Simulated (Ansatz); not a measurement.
CoSn in space group P6/mmm (No. 191; Co on 3f, Sn on 1a, Sn on 2d) at seven volumes, PBEsol in the plane-wave PAW code Ansatz, shape and atoms relaxed at each. One row is withheld.

```csv
V (Å³/atom),P (GPa)
14.919,17.24
15.410,10.47
15.902,4.78
16.394,0.00
16.886,-4.01
17.378,-7.38
17.869,?
```

Problem. Fit the shown pressures and predict the withheld one.

Solution. P = (3/2)B₀(x^(7/2) − x^(5/2))[1 + (3/4)(B′ − 4)(x − 1)] with x = (V₀/V)^(2/3). Least squares on the six rows gives V₀ = 16.394 Å³/atom, B₀ = 146 GPa, B′ = 4.81. At V = 17.869, x = 0.9442 and P = -10.23 GPa. The run itself gave -10.20 GPa.

The PBEsol relaxation kept the symmetry of its start. The workflow began spin-polarised and lost its moments. Scalar-relativistic: spin–orbit coupling is off unless named, which matters more the heavier the elements.

Potentials: the later of the program's two PAW sets.
